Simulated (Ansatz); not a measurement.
TaN (rock salt, space group No. 225) at seven volumes, plane-wave PAW r²SCAN (Ansatz code), scaled uniformly. One row is withheld.

```csv
V (Å³/atom),P (GPa)
9.666,40.74
9.985,?
10.303,11.45
10.622,0.00
10.941,-9.73
11.259,-18.01
11.578,-25.04
```

**Question.** Fit the shown pressures and predict the withheld one.

**Answer.** P = (3/2)B₀(x^(7/2) − x^(5/2))[1 + (3/4)(B′ − 4)(x − 1)] with x = (V₀/V)^(2/3). Least squares on the six rows gives V₀ = 10.622 Å³/atom, B₀ = 351 GPa, B′ = 4.39. At V = 9.985, x = 1.0421 and P = 24.87 GPa. The run itself gave 24.90 GPa.

Space group Fm-3m (rock salt). The cell was relaxed with r²SCAN under the symmetry of its start. The run is not spin-polarised. Scalar-relativistic: spin–orbit coupling is off unless named, which matters more the heavier the elements.

Potentials: the later of the program's two PAW sets.
